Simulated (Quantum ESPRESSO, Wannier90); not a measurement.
**InHO₂ (Pmn2₁), plane waves to Wannier functions**

```xyz
8
Lattice="3.2985 0.0000 0.0000 0.0000 4.5905 0.0000 0.0000 0.0000 5.3021" Properties=species:S:1:pos:R:3 pbc="T T T"
In     0.0000    -1.2489     0.0019
In     1.6492     1.2489    -2.6492
H      0.0000    -0.9131     2.5403
H      1.6492     0.9131    -0.1108
O      0.0000    -2.1905    -1.9167
O      1.6492     2.1905     0.7344
O      0.0000    -0.0846     1.9301
O      1.6492     0.0846    -0.7209
```

Structure: Materials Project mp-504535, symmetrised, not relaxed again. COD (Crystallography Open Database) has an entry of this formula and space group (matched by these alone). Method: PBEsol plane waves in Quantum ESPRESSO 7.5 (PseudoDojo norm-conserving files, 68 Ry, spinors with spin-orbit coupling), Bloch states on a 6×4×4 mesh through Γ, Wannier90 4.0.1. Density: 10×8×6 mesh, Gaussian smearing 0.01 Ry.

Bands 1-8,29-52 form an isolated set from -18.42 to 0.00 eV relative to the valence-band maximum (on the path) and are turned into 32 Wannier functions by minimising the spread from the start: SCDM (isolated). Bands 9–16 (In 4d 96 %), 17–28 (In 4d 94 %) lie between the kept ones and are excluded.

**Question.** Where do the functions sit, how wide are they and what are they made of?

**Answer.** 
```tsv
functions	spread (Å²)	nearest atom, distance (Å)	second atom, distance (Å)	weight on atomic waves
8	0.88	O 0.40	H 1.21	O 2p 64 %, O 2s 20 %, In 5p 8 %
8	1.02	O 0.39	H 1.73	O 2p 62 %, O 2s 18 %, In 5p 9 %
4	0.91	O 0.38	H 1.20	O 2p 62 %, O 2s 22 %, In 5p 7 %
4	0.93	O 0.34	H 1.19	O 2p 60 %, O 2s 23 %, H 1s 7 %
4	1.10	O 0.35	H 1.70	O 2p 61 %, O 2s 17 %, In 5p 8 %
4	0.75	O 0.45	H 0.58	O 2p 53 %, H 1s 24 %, O 2s 17 %
```

Ω_I = 27.81 Å², Ω_total = 29.93 Å²; the interpolated bands follow pw.x to 2.0 meV rms on the path. It is the lowest total spread that any start reached here.
